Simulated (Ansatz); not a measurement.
One element of this relaxed crystal is hidden as X:

```
cell (Å)
  4.395 0.000 0.000
  0.000 4.395 0.000
  0.000 0.000 4.395
  Sc 0.5000 0.5000 0.0000
  Sc 0.5000 0.0000 0.5000
  Sc 0.0000 0.5000 0.5000
  X 0.0000 0.0000 0.0000
```

All-electron LAPW in Ansatz 0.2.0 under LDA, scalar-relativistic and spin-polarised, finds it within 0.02 GPa of zero pressure, with a formation energy of -0.35 eV/atom from the elements, no gap, a moment of 0.3 μB a cell. The structure needn't be the ground state.

Problem. Which element is X?

Solution. In, which makes the crystal Sc₃In. This is the case that was computed; others weren't tested.
